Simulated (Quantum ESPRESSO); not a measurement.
Kohn-Sham bands of MgH4(ClO)2 (C2/m)

```yaml
crystal:
  lattice:
    - [4.02557, -4.24077, 0.00000]
    - [4.02557, 4.24077, 0.00000]
    - [-0.96167, 0.00000, 3.57600]
  atoms:
    - { symbol: Mg, position: [0.00000, 0.00000, 0.00000] }
    - { symbol: H, position: [0.59904, 0.22006, 0.85112] }
    - { symbol: H, position: [0.40096, 0.77994, 0.14888] }
    - { symbol: H, position: [0.77994, 0.40096, 0.14888] }
    - { symbol: H, position: [0.22006, 0.59904, 0.85112] }
    - { symbol: Cl, position: [0.77324, 0.77324, 0.38251] }
    - { symbol: Cl, position: [0.22676, 0.22676, 0.61749] }
    - { symbol: O, position: [0.75890, 0.24110, 0.00000] }
    - { symbol: O, position: [0.24110, 0.75890, 0.00000] }
```

Materials Project entry mp-24336; symmetrised, unrelaxed at this level. COD (Crystallography Open Database) has an entry of this formula and space group (matched by these alone). Level: PBEsol, no spin polarisation, no spin-orbit coupling; pw.x of Quantum ESPRESSO at 68 Ry with PseudoDojo potentials, 4×4×6 k-points, Wannier90. Density: 6×6×8 mesh, cold smearing 0.01 Ry. The cell is built of weakly bound layers, chains or molecules. Database cells relaxed without dispersion often hold them too far apart, which can enlarge gaps and weakens couplings between them; spacing and stacking were not compared with the measured crystal.

Energies are relative to the valence-band maximum; weights are on the orthonormalised atomic waves of the pseudopotential files, averaged over the group. 40 electrons a cell are treated as valence.

### Question
Into which isolated groups do the bands fall, where do they lie and what are they made of?

### Answer
```csv
bands,from (eV),to (eV),filling,weight on atomic waves
1,-72.63,-72.63,filled,Mg 2s 100 %
2–4,-39.58,-39.50,filled,Mg 2p 100 %
5–6,-18.62,-18.52,filled,"O 2s 72 %, H 1s 24 %"
7–8,-12.74,-12.31,filled,Cl 3s 94 %
9–10,-6.80,-6.48,filled,"O 2p 69 %, H 1s 27 %"
11–12,-4.72,-3.86,filled,"O 2p 74 %, Cl 3p 7 %, O 2s 6 %"
13–20,-2.30,0.00,filled,"Cl 3p 69 %, O 2p 28 %"
```

The Kohn-Sham gap over both meshes and the path is 5.19 eV.
